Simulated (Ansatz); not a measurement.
Given:

Si$_{3}$Ge:
```
Si3Ge
1.0
    3.88128     0.00000     0.00000
    0.00000     3.88128     0.00000
    0.00000     0.00000     5.47841
Si Ge
3 1
Direct
  0.50000   0.00000   0.75517
  0.00000   0.00000   0.00000
  0.00000   0.50000   0.24483
  0.50000   0.50000   0.50000
```

This is the PBEsol-relaxed structure. Tensor components refer to the Cartesian frame of this cell.

Task: All from the program Ansatz at the PBEsol level (PAW), unless another level is named. Give the electron effective mass.

Result: 0.18, 0.40, 0.40 mₑ (principal values).

Task: Next, the hole effective mass, band 2 of 2 at the edge?

Result: 0.082 along x, 0.25 along z (mₑ).

Task: And the HSE06 gap on the PBEsol cell?

Result: 0.92 eV.

Space group P-4m2. The start of the workflow was typed in or built on a structure type; neither database checked (COD, Materials Project) lists it. Its standing as an ambient phase is unchecked. The cell was relaxed with PBEsol under the symmetry of its start; whether a distortion lowers the energy is not shown. Scalar-relativistic: spin–orbit coupling is off unless named, which matters more the heavier the elements.

Potentials: the later of the program's two PAW sets.
